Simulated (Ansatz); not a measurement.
BAs:
```xyz
4
Lattice="3.3655 0.0000 0.0000 -1.6828 2.9146 0.0000 0.0000 0.0000 5.5753" Properties=species:S:1:pos:R:3 pbc="T T T"
B      0.0000     1.9431     2.0884
B      1.6828     0.9715     4.8760
As     0.0000     1.9431     0.0024
As     1.6828     0.9715     2.7900
```

Relaxed with r²SCAN.

Problem. Give the Bader charges and basin volumes of the independent atoms, r²SCAN (plane waves, PAW; program Ansatz).

Solution. 

| atom | Bader charge (e) | Bader volume (Å³) |
|---|---|---|
| B1 | +0.20 | 8.7 |
| As3 | -0.20 | 18.6 |

Space group P6_3mc (wurtzite). The workflow started from a Materials Project entry (that database holds measured and hypothetical structures alike); the Crystallography Open Database copy checked does not list it. It is not the phase usual at ambient conditions (space group No. 216). The r²SCAN relaxation kept the symmetry of its start; its stability against distortions is not shown here.

Potentials: the later of the program's two PAW sets.
